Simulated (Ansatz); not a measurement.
## Structure relaxation, WC

The start is a randomly generated symmetric cell of WC (space group No. 164). Cell shape, volume and atoms are optimised at zero target pressure with r2SCAN (plane waves to 500 eV, PAW, scalar-relativistic; Ansatz, a quantum-chemistry and plane-wave program). The first steps use a coarse 7×7×5 k-mesh.

Input geometry:
```
WC
1.0
    3.72975     0.00000     0.00000
   -1.86488     3.23006     0.00000
    0.00000     0.00000     4.64111
C W
2 2
Direct
  0.00000   0.00000   0.50000
  0.00000   0.00000   0.00000
  0.33333   0.66667   0.83752
  0.66667   0.33333   0.16248
```

Initial pressure: -30 GPa (negative: the cell is under tension)
Largest initial force: about 2.1 eV/Å, on W3, W4 (atoms numbered as listed)
Outcome: The space group goes from P-3m1 (No. 164) to P6₃/mmc (No. 194); the end is NiAs type, with 4 atoms in the primitive cell
Energy released: 1.74 eV/atom
Volume change: -26.9 %, from 13.98 to 10.23 Å³/atom
Shortest distances (start → end): The closest pairs of elements (up to four, under 3.6 Å), start → end: C–W 2.28 → 2.18 Å; C–C 2.32 → 2.75 Å; W–W 2.63 → 2.93 Å
Band gap at the end: no gap (metallic)
Optimiser moves: 18

The end point of the relaxation:

```cif
data_C2W2
_chemical_formula_sum 'C2 W2'
_space_group_name_H-M_alt 'P63/mmc'
_space_group_IT_number 194
_space_group_name_Hall '-P 6c 2c'
_cell_length_a 2.92843
_cell_length_b 2.92843
_cell_length_c 5.50710
_cell_angle_alpha 90.000
_cell_angle_beta 90.000
_cell_angle_gamma 120.000
loop_
_atom_site_label
_atom_site_type_symbol
_atom_site_symmetry_multiplicity
_atom_site_Wyckoff_symbol
_atom_site_fract_x
_atom_site_fract_y
_atom_site_fract_z
_atom_site_occupancy
C1 C 2 a 0.00000 0.00000 0.00000 1
W1 W 2 d 0.66667 0.33333 0.25000 1
```

Final values are on a 18×18×9 k-mesh of the relaxed cell. No spin polarisation in the result.

The run could not lose the symmetry of its start, so the end can be a saddle point.

The relaxed structure here is a generated cell of WC: the first start was made by a random draw of sites in a space group, and the end was not matched to a known phase here, so it may be hypothetical. Known forms of WC include space group No. 187.
